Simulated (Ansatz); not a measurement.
Values for one crystal, relaxed and computed with DFT-r²SCAN in the program Ansatz with PAW potentials; other levels are named.

| Item | Value |
|---|---|
| Volume per atom | 13.46 Å³ |
| Band gap | 3.18 eV (indirect) |
| Poisson's ratio | 0.21 |
| Young's modulus | 179 GPa |
| Pressure derivative B′ | 3.8 |
| Electron effective mass | 0.28, 0.53, 0.53 mₑ (principal values) |
| Conduction-band minimum | on the M–K line, 9 % of the way from M (6 equivalent valleys) |

Question: Pick the material that matches.
(A) BeS, P6_422 (Be on 3c, S on 3d)
(B) ZnS, zinc blende
(C) ZnS, NiAs type
(D) PbS, NiAs type

Answer: A, BeS, P6_422 (Be on 3c, S on 3d)

The start of the workflow was typed in or built on a structure type; neither database checked (COD, Materials Project) lists it. COD files the formula under space group No. 216, so this cell is another polymorph or a model. Its standing as an ambient phase is unchecked. The r²SCAN relaxation kept the symmetry of its start; whether a distortion lowers the energy is not shown.

Potentials: the later of the program's two PAW sets.
